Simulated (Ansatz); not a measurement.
Os:
```
Os
1.0
    0.00000     2.77774     2.77774
    2.77774     0.00000     2.77774
    2.77774     2.77774     0.00000
Os
2
Cartesian
  1.38887   1.38887   1.38887
  0.00000   0.00000   0.00000
```

Relaxed with PBE. Special points in fractions of this cell's reciprocal vectors: Γ (0.000, 0.000, 0.000); X (0.500, 0.000, 0.500); U (0.625, 0.250, 0.625); K (0.375, 0.375, 0.750); L (0.500, 0.500, 0.500); W (0.500, 0.250, 0.750).

Question: List the band energies nearest the Fermi level at these points for DFT-PBE in the program Ansatz with PAW potentials.

Answer: In eV from the Fermi level; about four levels below and three above (degenerate sets whole), none deeper than 8.9 eV; points with the same levels are listed once.

| k | below | above |
|---|---|---|
| Γ | -3.52 -3.52 -3.52 -0.52 -0.52 -0.52 | 2.56 2.56 11.12 |
| X | -2.80 -2.80 -1.27 -1.27 | 2.21 2.21 3.39 3.39 |
| U | -2.97 -1.68 -1.67 -1.32 | 1.86 2.48 2.51 |
| L | -3.78 -3.78 -3.76 -3.76 -1.47 | 0.39 0.39 1.85 1.85 |
| W | -2.04 -2.04 -1.88 -1.88 | 2.75 2.75 2.78 2.78 |

Space group Fd-3m (diamond). A made-up cell: these elements were put on the sites of a structure type; neither database checked (COD, Materials Project) lists it. It is not the phase usual at ambient conditions (space group No. 194). The cell was relaxed with PBE under the symmetry of its start; of distortions, only those at the zone centre were tested. The run is not spin-polarised. Spin–orbit coupling is left out wherever it is not named.

Potentials: the later of the program's two PAW sets.
